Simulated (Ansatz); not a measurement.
WS₂:
```xyz
6
Lattice="3.1717 0.0000 0.0000 -1.5859 2.7468 0.0000 0.0000 0.0000 12.5525" Properties=species:S:1:pos:R:3 pbc="T T T"
W      0.0000     1.8312     9.4144
W      1.5859     0.9156     3.1381
S      0.0000     1.8312     1.5777
S      1.5859     0.9156    10.9748
S      1.5859     0.9156     7.8539
S      0.0000     1.8312     4.6986
```

Relaxed with r²SCAN+D4. Special points in fractions of this cell's reciprocal vectors: Γ (0.000, 0.000, 0.000); M (0.500, 0.000, 0.000); K (0.333, 0.333, 0.000); A (0.000, 0.000, 0.500); L (0.500, 0.000, 0.500); H (0.333, 0.333, 0.500).

### Question
List the band energies nearest the valence-band maximum at these points for plane-wave PAW r²SCAN+D4 with spin–orbit coupling (Ansatz code).

### Answer
In eV from the valence-band maximum; about four levels below and three above (degenerate sets whole), none deeper than 8.9 eV; points with the same levels are listed once.

```json
[
 {"k": "Γ", "below": "-1.11 -1.11 0.00 0.00", "above": "2.32 2.32 2.34 2.34"},
 {"k": "M", "below": "-1.68 -1.68 -1.57 -1.57", "above": "2.26 2.26 2.30 2.30"},
 {"k": "K", "below": "-0.92 -0.92 -0.45 -0.45", "above": "1.23 1.23 1.27 1.27"},
 {"k": "A", "below": "-0.33 -0.33 -0.33 -0.33", "above": "2.35 2.35 2.35 2.35"},
 {"k": "L", "below": "-1.62 -1.62 -1.62 -1.62", "above": "2.28 2.28 2.28 2.28"},
 {"k": "H", "below": "-0.91 -0.91 -0.48 -0.48", "above": "1.24 1.24 1.27 1.27"}
]
```

Space group P6_3/mmc. The cell was relaxed with r²SCAN+D4 under the symmetry of its start; phonons on a q-mesh show no instability. The run is not spin-polarised.

Potentials: the later of the program's two PAW sets.
